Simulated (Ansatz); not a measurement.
Given:

SiW$_{3}$:
Space group Fm-3m (No. 225); a = b = c = 6.187 Å, α = β = γ = 90.00°

```csv
atom,site,symmetry,x,y,z
Si,4a,m-3m,0.0000,0.0000,0.0000
W,4b,m-3m,0.5000,0.5000,0.5000
W,8c,-43m,0.2500,0.2500,0.2500
```
(The calculation used a cell of 4 atoms; values per cell refer to that cell.)

This is the PBEsol-relaxed structure.

Q: All from plane-wave PAW PBEsol (Ansatz code), unless another level is named. Estimate the electronic character.

A: metallic (no gap).

Q: What about the density of states at the Fermi level?

A: 0.52 states/eV per atom (mean over ±0.08 eV).

Q: What about the formation energy from the elements (no fitted shifts)?

A: 0.14 eV/atom.

Q: Give the gap with spin–orbit coupling.

A: none (metallic).

The cell is a constructed one: a structure type filled with these elements; neither database checked (COD, Materials Project) lists it. Whether it is the stable phase at ambient conditions was not checked. The PBEsol relaxation kept the symmetry of its start; its stability against distortions is not shown here. No spin polarisation was allowed. The references are the lowest solids computed at this level, not always the standard phases. Spin–orbit coupling is left out wherever it is not named.

Potentials: the earlier of the program's two PAW sets. The files were generated under PBE; for other functionals the program regenerates the frozen cores, and for LDA and PBEsol the local potential too.
